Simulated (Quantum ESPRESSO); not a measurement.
```
TlBr
1.0
    0.00000     3.34204     3.34204
    3.34204     0.00000     3.34204
    3.34204     3.34204     0.00000
Br Tl
1 1
Direct
  0.50000   0.50000   0.50000
  0.00000   0.00000   0.00000
```

The geometry is that of Materials Project entry mp-568560, symmetrised and not relaxed again.

What does LDA (Quantum ESPRESSO, PseudoDojo norm-conserving, 62 Ry, scalar-relativistic) give for the electronic structure near the Fermi level?

The LDA gap is direct, 1.96 eV at L. Spin-orbit coupling is left out; with 6p states at a band edge it can lower the gap by many tenths of an eV, most of a small gap.

This is not the ordinary phase of the substance; no match was found in the copy of COD used, and its stability was not checked.
